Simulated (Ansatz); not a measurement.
AlNi (CsCl type, space group No. 221) under volume change, the program Ansatz at the PBEsol level (PAW), scaled uniformly.

```tsv
V (Å³/atom)	E − E(relaxed) (meV/atom)	P (GPa)
10.667	60.6	20.00
11.018	25.4	12.23
11.370	6.0	5.63
11.722	0.0	0.00
12.073	5.4	-4.79
12.425	20.5	-8.88
12.777	44.0	-12.37
```

What does a third-order Birch–Murnaghan fit give for V₀, B₀ and B′?

V₀ = 11.72 Å³/atom, B₀ = 173 GPa, B′ = 4.3.

Space group Pm-3m (CsCl type). The cell was relaxed with PBEsol under the symmetry of its start; of distortions, only those at the zone centre were tested. No spin polarisation was allowed.

Potentials: the earlier of the program's two PAW sets.
